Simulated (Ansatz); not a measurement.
Total density of states per atom from the program Ansatz at the PBEsol level (PAW), in 0.25 eV bins, energy from the Fermi level:

(E (eV), states/eV/atom): (-7.85, 0.46); (-7.60, 0.71); (-7.35, 0.78); (-7.10, 0.44); (-6.85, 0.13); (-6.60, 0.00); (-6.35, 0.00); (-6.10, 0.00); (-5.85, 0.00); (-5.60, 0.00); (-5.35, 0.00); (-5.10, 0.00); (-4.85, 0.00); (-4.60, 0.00); (-4.35, 0.00); (-4.10, 0.00); (-3.85, 0.14); (-3.60, 0.47); (-3.35, 0.54); (-3.10, 0.45); (-2.85, 0.50); (-2.60, 0.34); (-2.35, 0.21); (-2.10, 0.24); (-1.85, 0.48); (-1.60, 0.81); (-1.35, 0.96); (-1.10, 1.45); (-0.85, 1.04); (-0.60, 0.66); (-0.35, 0.61); (-0.10, 0.49); (0.15, 0.59); (0.40, 0.65); (0.65, 0.54); (0.90, 0.35); (1.15, 0.33); (1.40, 0.39); (1.65, 0.44); (1.90, 0.53); (2.15, 0.65); (2.40, 0.80); (2.65, 1.10); (2.90, 1.08); (3.15, 1.72); (3.40, 7.08)

Question: Pick the material that matches.
(A) BP, P4_2/mnm (B on 4f, P on 4g)
(B) Ta2SiB2, P-6m2 (Ta on 2h, Si on 1a, B on 1b, B on 1f)
(C) LaB2, MoSi2 or CaC2 type
(D) BAs, P6_422 (B on 3c, As on 3d)

Answer: C, LaB2, MoSi2 or CaC2 type. Within 0.5 eV of the Fermi level: B 2p 61 %, La 5d 19 %, La 4f 8 %, B 2s 7 %. Projections are on Löwdin-orthogonalised atomic valence shells; empty p or d shells of many metals are not among them.

Space group I4/mmm (MoSi2 or CaC2 type). The start of the workflow was typed in or built on a structure type; neither database checked (COD, Materials Project) lists it. Its standing as an ambient phase is unchecked. The cell was relaxed with PBEsol under the symmetry of its start; whether a distortion lowers the energy is not shown. Its formation energy is positive at this level, so the cell may be metastable or incomplete. Spin–orbit coupling is left out wherever it is not named.

Potentials: the earlier of the program's two PAW sets. The files were generated under PBE; for other functionals the program regenerates the frozen cores, and for LDA and PBEsol the local potential too.
